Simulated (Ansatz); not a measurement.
## Ta: energy along a strain

Ta, P6_322, a = 4.970 Å, c = 8.368 Å. This isn't the element's structure at ambient conditions. Ansatz: PBEsol, PAW, 420 eV, Γ-centred 12×12×6 mesh on 8 atoms, Gaussian smearing 0.15 eV; no spin polarisation. Cell vectors (Å): 4.970 0.000 0.000; -2.485 4.305 0.000; 0.000 0.000 8.368. The cell is strained by x per cent times the pattern (1 -1 0 0 0 0) in the order xx yy zz yz xz xy (engineering shears), with fractional coordinates held. y is the free energy over the start, V0 = 22.381 Å³/atom.

```tsv
x (%)	y (meV/atom)
-2.00	?
-1.50	1.31
-1.00	0.60
-0.50	0.15
0.00	0.00
0.50	0.15
1.00	0.60
1.50	1.34
2.00	2.32
```

**Question.** Fit y = c2 x² + c3 x³ to the other rows, get the stiffness along the pattern, and predict the missing energy.

**Answer.** Least squares on the rows shown. y = 0.5857 x² − 0.0009291 x³. The clamped-ion stiffness p·C·p = 2 × 5.857 eV × 160.2 / 22.381 Å³ = 84 GPa. With a term in x⁴ added, the coefficient of x² becomes 0.6097, 4 % more, which shows how far this figure hangs on the form. At x = -2.00 the fit asked for gives 2.35 meV/atom. The run gave 2.23 meV/atom, so the fit is 0.12 meV/atom too high, small in itself but 5 % of the span of the series.

Spin–orbit coupling is left out, which can shift energies with elements as heavy as these.